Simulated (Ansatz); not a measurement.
Space group P-4m2 (No. 115). a = 3.981 Å, b = 3.981 Å, c = 5.685 Å, α = 90.00°, β = 90.00°, γ = 90.00°
```json
{"atom": "Zn", "site": "1b", "symmetry": "-4m2", "x": "0.5000", "y": "0.5000", "z": "0.0000"}
{"atom": "Ge", "site": "1d", "symmetry": "-4m2", "x": "0.0000", "y": "0.0000", "z": "0.5000"}
{"atom": "As", "site": "2g", "symmetry": "2mm.", "x": "0.5000", "y": "0.0000", "z": "0.7565"}
```

Equation of state of this ZnGeAs2 structure (not necessarily the ground state), with shape and atoms relaxed at each volume where symmetry leaves them free. It has no gap at any of these volumes. All numbers below come from Ansatz 0.2.0, DFT r2SCAN, scalar-relativistic, plane waves, PAW.

Plane waves to 500 eV, a k mesh through Γ of 10×10×8 on the computed 4-atom cell and Gaussian smearing (0.10 eV); no spin polarisation.

```csv
V (Å³/atom),E − E(largest V) (meV/atom),P (GPa)
21.169,3.82,4.95
21.844,-11.24,2.27
22.520,-15.88,0.00
23.196,-11.68,-1.93
23.871,0.00,-3.56
```

Q: Fit a third-order Birch–Murnaghan equation to E(V).

A: V0 = 22.52 Å³/atom, B0 = 70 GPa, B0' = 4.5.

Cost: 5 runs of about 10 core-minutes in all, on Intel Xeon 6975P-C (Granite Rapids) (shared hosts).